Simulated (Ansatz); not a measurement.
Relaxed Ag (fcc, Cu type):

```
CELL_PARAMETERS angstrom
      4.10519     0.00000     0.00000
      0.00000     4.10519     0.00000
      0.00000     0.00000     4.10519
ATOMIC_POSITIONS crystal
  Ag 0.00000 0.00000 0.00000
  Ag 0.50000 0.50000 0.00000
  Ag 0.50000 0.00000 0.50000
  Ag 0.00000 0.50000 0.50000
```

In this cell atom 2 (Ag, nearest neighbour Ag at 2.903 Å; its periodic images, 4.1 Å or more away, move with it) is moved by s along Cartesian [111], unit vector (0.577, 0.577, 0.577); all other atoms and the cell stay fixed.

The numbers are results of r2SCAN (plane waves to 500 eV, PAW, scalar-relativistic; Ansatz, a first-principles code), not measurements. k mesh 9×9×9 (Γ-centred), Fermi-Dirac smearing 0.05 eV. With partly filled bands, energies and forces of such displacements shift with the k mesh and the smearing. F∥ is the force on the atom along that direction. On this mesh the relaxed cell isn't quite at rest: it carries a pressure of -0.1 GPa (compression positive) at the zero of the scan. Ag was relaxed with its symmetry unable to fall. 

| s (Å) | F∥ (eV/Å) |
|---|---|
| -0.290 | 1.692 |
| -0.232 | 1.279 |
| -0.174 | 0.916 |
| -0.116 | 0.590 |
| -0.058 | 0.289 |
| 0.000 | 0.000 |
| 0.058 | -0.289 |
| 0.116 | -0.590 |
| 0.174 | -0.916 |
| 0.232 | -1.279 |
| 0.290 | -1.692 |

Problem. What is the force constant k = d²E/ds² of this move at s = 0?

Solution. 4.95 eV/Å². The forces along the line at the two nearest points give (0.289 − (-0.289)) / (2·0.058) = 4.98 eV/Å²; the next pair corrects for the finite step.

(A displaced cell: forces are minus the slopes of the energy, force constants its curvatures, and phonons follow from these.)
